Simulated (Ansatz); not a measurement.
**Elastic constants of TlBi2: input and output**

Method: Ansatz, DFT LDA, scalar-relativistic, plane waves, PAW.

Launched with:
```bash
ansatz run input.yaml --threads 1 --pin off --max-ram 3072MiB --backend cpu --events-out ev --progress --plain --runs-dir out
```

Input (bare energies are in eV):
```yaml
crystal:
  lattice:
    - [5.5872567706, 0.0, 0.0]
    - [-2.7936283853, 4.8387063008, 0.0]
    - [0.0, 0.0, 3.2961253004]
  atoms:
    - { symbol: Tl, position: [0.0, 0.0, 0.0] }
    - { symbol: Bi, position: [0.6666666667, 0.3333333333, 0.5] }
    - { symbol: Bi, position: [0.3333333333, 0.6666666667, 0.5] }
basis:
  ecutwfc: 420
kpoints:
  mp_grid: { grid: [12, 12, 12] }
hamiltonian:
  xc: lda
scf:
  occupations: { method: fermi_dirac, width: 0.15 }
output:
  forces: true
  stress: true
  eigenvalues: true
elastic:
  mode: relaxed_ion
  amplitude: 0.005
  stencil: two_point
```

From the output:
```
--- Elastic constants: 3 strain directions × 2 members + reference (group order 24) ---
  dense FFT box of the reference and of every strained cell: 40×40×24
  strains applied: 11, 33, 23; error gains: componentwise 1.00 (the most a stress slope's error grows in a printed constant), spectral 1.41 (1 for all six strains in a standard setting)
  C = ∂σ_k/∂η_j (tension-positive GPa; Voigt order 11 22 33 23 13 12):
        68.123     52.227     35.108      0.000      0.000     -0.000
        52.227     68.123     35.108      0.000      0.000     -0.000
        35.134     35.134     85.994      0.000      0.000     -0.000
         0.000      0.000      0.000     10.382     -0.000      0.000
         0.000      0.000      0.000     -0.000     10.382      0.000
         0.000     -0.000      0.000      0.000      0.000      7.948
  reference stress σ⁰ (GPa):     -0.002     -0.002     -0.009     -0.000     -0.000      0.000
  C* (energy form; C + prestress term) asymmetry max|C*_kj − C*_jk| = 1.982e-2 GPa — a small one proves nothing (zero by symmetry where the batch's group is 432, −43m or m−3m); a large one is finite-difference/SCF noise where every solve ...
  moduli (Voigt/Reuss/Hill, GPa): K = 51.91/51.91/51.91   G = 12.39/10.34/11.36   E = 31.77   ν = 0.398
  mechanically stable: yes (min eigenvalue of sym C = 7.95 GPa)
  the stresses are not corrected for the forces that the relaxations left standing (`elastic.f_tol`)
  strain η (Voigt 11):  stress-route row diagonal C_11 = 68.12 GPa, energy-path curvature d²(F+E_count+ΔE)/dδ²/Ω₀ = 68.11 GPa
         δ    σ_11 (GPa) F (eV) n_scf n_hpsi n_pw
    -5.000e-3      -0.3522      -35318.4195948       2   83839   1754   relax 3 steps, max|allowed force component| 7.05e-6 eV/Å
     5.000e-3       0.3290      -35318.4196264       2   83791   1776   relax 3 steps, max|allowed force component| 3.40e-6 eV/Å
  strain η (Voigt 33):  stress-route row diagonal C_33 = 85.99 GPa, energy-path curvature d²(F+E_count+ΔE)/dδ²/Ω₀ = 85.96 GPa
         δ    σ_33 (GPa) F (eV) n_scf n_hpsi n_pw
    -5.000e-3      -0.4504      -35318.4194503       9   71893   1758   relax 0 steps, max|allowed force component| 1.48e-16 eV/Å
     5.000e-3       0.4095      -35318.4195252       6   53686   1776   relax 0 steps, max|allowed force component| 7.40e-17 eV/Å
  strain η (Voigt 23):  stress-route row diagonal C_44 = 10.38 GPa, energy-path curvature d²(F+E_count+ΔE)/dδ²/Ω₀ = 10.39 GPa
         δ    σ_23 (GPa) F (eV) n_scf n_hpsi n_pw
    -5.000e-3      -0.0519      -35318.4200126       2  132637   1760   relax 2 steps, max|allowed force component| 7.60e-6 eV/Å
     5.000e-3       0.0519      -35318.4200126       2  132724   1760   relax 2 steps, max|allowed force component| 7.60e-6 eV/Å
```

Time: 11 min on 1 thread of Arm Neoverse V1, with other jobs on the host, peak memory 1.1 GiB.

In a metal, frequencies and elastic constants depend on the k mesh and the smearing, soft modes and shear constants most. Spin–orbit coupling is left out, which can shift energies with elements as heavy as these.

The least eigenvalue is 7.9 GPa; in a metal on this mesh the verdict on stability isn't firm within about 20 GPa or a tenth of the bulk modulus.